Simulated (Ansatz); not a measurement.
SrZn₂Sb₂:
```xyz
5
Lattice="4.5066 0.0000 0.0000 -2.2533 3.9028 0.0000 0.0000 0.0000 7.7366" Properties=species:S:1:pos:R:3 pbc="T T T"
Sr     0.0000     0.0000     0.0000
Zn     2.2533     1.3009     2.8370
Zn     0.0000     2.6019     4.8997
Sb     0.0000     2.6019     2.1020
Sb     2.2533     1.3009     5.6346
```

Relaxed with r²SCAN. Special points in fractions of this cell's reciprocal vectors: Γ (0.000, 0.000, 0.000); M (0.500, 0.000, 0.000); K (0.333, 0.333, 0.000); A (0.000, 0.000, 0.500); L (0.500, 0.000, 0.500); H (0.333, 0.333, 0.500).

Problem. List the band energies nearest the Fermi level at these points for the program Ansatz at the r²SCAN level (PAW).

Solution. In eV from the Fermi level; about four levels below and three above (degenerate sets whole), none deeper than 8.9 eV; points with the same levels are listed once.

```json
[
 {"k": "Γ", "below": "-4.99 -1.33 -1.33 -0.09", "above": "0.02 0.02 0.02"},
 {"k": "M", "below": "-2.83 -2.36 -2.12 -1.49", "above": "0.47 2.44 2.63"},
 {"k": "K", "below": "-4.06 -2.30 -2.27 -2.27", "above": "2.71 2.92 2.92"},
 {"k": "A", "below": "-0.91 -0.91 -0.68 -0.68", "above": "0.06 1.74 2.64 2.64"},
 {"k": "L", "below": "-2.63 -2.53 -1.20 -1.15", "above": "1.03 1.15 1.95"},
 {"k": "H", "below": "-3.70 -2.91 -1.88 -1.88", "above": "1.75 1.75 4.01"}
]
```

Space group P-3m1. The first step of the workflow began from a Materials Project structure, measured or hypothetical; the Crystallography Open Database files this formula in space group No. 164, but the cells were not matched. Whether it is the stable phase at ambient conditions was not checked. The r²SCAN relaxation kept the symmetry of its start; whether a distortion lowers the energy is not shown. The Fermi level of a semimetal is unsure by some 0.05 eV on such meshes. Scalar-relativistic: spin–orbit coupling is off unless named, which matters more the heavier the elements.

Potentials: the later of the program's two PAW sets.
